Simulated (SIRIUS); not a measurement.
Consider a self-consistent single point of SnO₂ (P4_2/mnm, 6 atoms in the cell; from Materials Project mp-856, changed as shown).

```xyz
6
Lattice="4.6695 0.0000 0.0000 0.0000 4.6695 0.0000 0.0000 0.0000 3.1433" Properties=species:S:1:pos:R:3 pbc="T T T"
Sn     2.3348     2.3348     1.5717
Sn     0.0000     0.0000     0.0000
O      0.9060     3.7635     1.5717
O      3.7635     0.9060     1.5717
O      3.2408     3.2408     0.0000
O      1.4287     1.4287     0.0000
```

Level of theory: PBE, SSSP 1.1.2 efficiency PBE pseudopotentials (plane waves; SIRIUS).

SIRIUS settings:

| key | value |
|---|---|
| parameters.ngridk | 8 8 10 |
| parameters.xc_functionals | [XC_GGA_X_PBE, XC_GGA_C_PBE] |
| parameters.gk_cutoff | 8.062 1/bohr |
| parameters.pw_cutoff | 25.496 1/bohr |
| parameters.smearing | fermi_dirac |
| parameters.smearing_width | 0.000734986 Ha |
| potentials | SSSP 1.1.2 efficiency PBE pseudopotentials |
| parameters.electronic_structure_method | pseudopotential |
| parameters.num_bands | 31 |
| parameters.num_mag_dims | 0 |
| parameters.num_dft_iter | 100 |
| parameters.energy_tol | 1e-07 Ha |
| parameters.density_tol | 1e-06 |
| mixer.type | broyden2 |
| mixer.beta | 0.7 |
| mixer.use_hartree | true |

Question: Estimate, at this level of theory: gap on the k-point mesh, pressure and largest force (vector length).

Answer: The run gave:

```
Property                           Result
-----------------------------  ----------
Gap on the k-point mesh           1.76 eV
Pressure                        22.30 GPa
Largest force (vector length)  0.255 eV/Å
```

Gaps are taken between levels on the mesh.

For comparison: a first run was changed to give this one (lattice scaled by 0.98), and from it to this one the free energy goes up by 65.6 meV/atom, the pressure goes from 7.17 to 22.30 GPa, the largest force goes from 0.030 to 0.255 eV/Å and the gap on the mesh goes from 1.035 to 1.755 eV.

The structure comes from a collection of computed structures, made at another level of theory; the collection holds predicted forms beside known ones. At this pressure the cell is far from its equilibrium volume at this level.

Cost on one core: about 2.6 core-minutes (a rough figure).
